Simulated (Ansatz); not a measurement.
## SnO: projected DOS by orbital

```yaml
crystal:
  lattice:
    - [3.80200, 0.00000, 0.00000]
    - [0.00000, 3.80200, 0.00000]
    - [0.00000, 0.00000, 4.83600]
  atoms:
    - { symbol: Sn, position: [0.00000, 0.50000, 0.23850] }
    - { symbol: Sn, position: [0.50000, 0.00000, 0.76150] }
    - { symbol: O, position: [0.00000, 0.00000, 0.00000] }
    - { symbol: O, position: [0.50000, 0.50000, 0.00000] }
```

Atoms are numbered in the order listed.

The cell is COD entry 9008956, as deposited and not checked against the literature; nothing was relaxed.

Spin–orbit coupling is left out, though it moves levels of the heavy atoms by tenths of an eV or more.

Theory: Ansatz 0.2.0, DFT, PBEsol, all-electron LAPW, scalar-relativistic.

Numerical set-up: a Γ-centred 8×8×6 k mesh, Fermi–Dirac smearing of 0.01 eV, basis error target 1 meV/atom, no spin polarisation.

States per eV for one atom of each kind, in 0.4 eV bins named by their centres, from the Fermi level, projected on a minimal set of Löwdin-orthogonalised atomic shells; orbitals are real harmonics on the Cartesian axes, equal curves share a column, and empty bins are left out, as is all above 4.7 eV, near the top of the computed bands.

Sn1 5p:

```
# E all pz px=py
-9.1 0.03 0.03 0.00
-8.7 0.06 0.04 0.01
-8.3 0.04 0.02 0.01
-7.9 0.02 0.01 0.01
-7.5 0.02 0.01 0.01
-7.1 0.05 0.02 0.02
-6.7 0.14 0.05 0.04
-6.3 0.23 0.05 0.09
-5.9 0.33 0.06 0.14
-5.5 0.31 0.04 0.14
-5.1 0.21 0.02 0.10
-4.7 0.11 0.01 0.05
-4.3 0.16 0.02 0.07
-3.9 0.19 0.06 0.06
-3.5 0.15 0.07 0.04
-3.1 0.18 0.11 0.03
-2.7 0.22 0.17 0.02
-2.3 0.39 0.35 0.02
-1.9 0.25 0.22 0.02
-1.5 0.15 0.12 0.01
-1.1 0.08 0.06 0.01
-0.7 0.05 0.03 0.01
-0.3 0.02 0.01 0.00
0.5 0.04 0.00 0.02
0.9 0.09 0.00 0.04
1.3 0.16 0.01 0.07
1.7 0.52 0.10 0.21
2.1 0.64 0.11 0.26
2.5 0.67 0.15 0.26
2.9 0.55 0.12 0.22
3.3 0.56 0.16 0.20
3.7 0.37 0.09 0.14
4.1 0.44 0.12 0.16
4.5 0.54 0.18 0.18
```

O3 2p:

```
# E all pz px=py
-9.1 0.18 0.04 0.07
-8.7 0.56 0.13 0.21
-8.3 0.50 0.15 0.18
-7.9 0.34 0.09 0.13
-7.5 0.20 0.03 0.09
-7.1 0.20 0.02 0.09
-6.7 0.31 0.04 0.13
-6.3 0.61 0.18 0.22
-5.9 1.00 0.42 0.29
-5.5 1.01 0.58 0.21
-5.1 0.82 0.47 0.17
-4.7 0.59 0.22 0.18
-4.3 0.91 0.40 0.25
-3.9 0.94 0.32 0.31
-3.5 0.82 0.11 0.35
-3.1 1.11 0.10 0.50
-2.7 0.87 0.12 0.38
-2.3 0.51 0.24 0.13
-1.9 0.30 0.17 0.06
-1.5 0.21 0.10 0.05
-1.1 0.12 0.07 0.03
-0.7 0.09 0.06 0.02
-0.3 0.07 0.05 0.01
0.1 0.01 0.01 0.00
0.9 0.01 0.00 0.00
1.3 0.03 0.01 0.01
1.7 0.10 0.05 0.03
2.1 0.17 0.09 0.04
2.5 0.21 0.11 0.05
2.9 0.17 0.06 0.06
3.3 0.17 0.04 0.07
3.7 0.10 0.02 0.04
4.1 0.11 0.04 0.04
4.5 0.13 0.05 0.04
```

Sn1 5s:

```
# E all
-9.1 0.17
-8.7 0.55
-8.3 0.49
-7.9 0.32
-7.5 0.19
-7.1 0.17
-6.7 0.14
-6.3 0.06
-5.9 0.10
-5.5 0.08
-5.1 0.05
-4.7 0.02
-4.3 0.01
-3.9 0.03
-3.5 0.04
-3.1 0.07
-2.7 0.14
-2.3 0.33
-1.9 0.27
-1.5 0.23
-1.1 0.13
-0.7 0.10
-0.3 0.07
0.1 0.01
0.9 0.01
1.3 0.01
1.7 0.06
2.1 0.10
2.5 0.16
2.9 0.16
3.3 0.16
3.7 0.05
4.1 0.04
4.5 0.04
```
